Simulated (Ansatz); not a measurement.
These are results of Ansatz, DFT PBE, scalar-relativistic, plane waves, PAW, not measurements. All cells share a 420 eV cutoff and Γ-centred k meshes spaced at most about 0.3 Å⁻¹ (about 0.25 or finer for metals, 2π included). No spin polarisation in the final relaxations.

All energies are static (0 K, no zero-point motion). All come from trial cells, and lower structures may exist.

Question: Order these relaxed structures of Te₂As₃ by energy, lowest first, with the energy over the lowest of them.
A.

Space group Pmmm (No. 47). a = 5.150 Å, b = 5.410 Å, c = 7.942 Å, α = 90.00°, β = 90.00°, γ = 90.00°
```tsv
atom	site	symmetry	x	y	z
Te	1c	mmm	0.0000	0.0000	0.5000
Te	1b	mmm	0.5000	0.0000	0.0000
As	2s	mm2	0.5000	0.0000	0.3300
As	1g	mmm	0.0000	0.5000	0.5000
```

B.

Space group P-3m1 (No. 164). a = 5.171 Å, b = 5.171 Å, c = 5.979 Å, α = 90.00°, β = 90.00°, γ = 120.00°
| atom | site | symmetry | x | y | z |
| --- | --- | --- | --- | --- | --- |
| Te | 2d | 3m. | 0.3333 | 0.6667 | 0.2278 |
| As | 2d | 3m. | 0.3333 | 0.6667 | 0.7819 |
| As | 1a | -3m. | 0.0000 | 0.0000 | 0.0000 |

C.

Space group P4mm (No. 99). a = 4.129 Å, b = 4.129 Å, c = 8.391 Å, α = 90.00°, β = 90.00°, γ = 90.00°
```json
{"atom": "Te", "site": "1a", "symmetry": "4mm", "x": "0.0000", "y": "0.0000", "z": "0.6272"}
{"atom": "Te", "site": "1b", "symmetry": "4mm", "x": "0.5000", "y": "0.5000", "z": "0.5265"}
{"atom": "As", "site": "2c", "symmetry": "2mm.", "x": "0.5000", "y": "0.0000", "z": "0.9745"}
{"atom": "As", "site": "1a", "symmetry": "4mm", "x": "0.0000", "y": "0.0000", "z": "0.1674"}
```

Answer: C (0 meV/atom), B (146 meV/atom), A (552 meV/atom). Forms: C P4mm; B P-3m1; A Pmmm. Counting all near atoms (for each partner element, those within 1.25 times its shortest distance or 1.15 times the sum of covalent radii, where it is the nearest in units of that sum or under 1.3; the shortest distance is added where it exceeds 1.18 times the sum of covalent radii; a slash parts the counts of unlike sites): C has Te 4, As 4/6; B has Te 8, As 5/6 from 3.3 Å; A has Te 2/6, As 2/4. Even the lowest lies +0.25 eV/atom against the elements.

Weakly bound directions are ill-defined at this level, which has no dispersion term (P4mm, P-3m1), and this can change margins and order among such cells. These runs have no spin–orbit coupling, which can matter for Te. In P4mm, P-3m1, Pmmm an odd number of electrons in the primitive cell allows no gap without spin; a larger cell or a magnetic state could open one. A magnetic state wasn't ruled out in cells without spin, among them P4mm, P-3m1, Pmmm. Cells relaxed within their symmetry can be saddle points. Some candidate types were left out of the draw beforehand, so a known form may be missing.
